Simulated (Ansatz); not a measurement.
Consider the following.

CuI:
```
CELL_PARAMETERS angstrom
      4.19054     0.00000     0.00000
     -2.09527     3.62911     0.00000
      0.00000     0.00000     9.72409
ATOMIC_POSITIONS crystal
  Cu 0.49983 0.49983 0.50000
  Cu 0.50017 0.00000 0.83333
  Cu 0.00000 0.50017 0.16667
  I  0.49998 0.49998 0.00000
  I  0.50002 0.00000 0.33333
  I  0.00000 0.50002 0.66667
```

This is the r²SCAN+D4-relaxed structure.

Question: All from r²SCAN+D4 in the plane-wave PAW code Ansatz, unless another level is named. Estimate the HSE06 gap on the r²SCAN+D4 cell.

Answer: 2.08 eV.

Question: And the hole effective mass?

Answer: 0.38, 0.38, 0.63 mₑ (principal values).

Question: Next, the band gap?

Answer: 1.19 eV (indirect).

Space group P6_422. The start of the workflow was typed in or built on a structure type; neither database checked (COD, Materials Project) lists it. It is not the phase usual at ambient conditions (space group No. 216). Symmetry was held in the r²SCAN+D4 relaxation; whether a distortion lowers the energy is not shown. The workflow began spin-polarised and lost its moments. The volume moved by -31 % from the start of the relaxation. Spin–orbit coupling is left out wherever it is not named.

Potentials: the later of the program's two PAW sets.
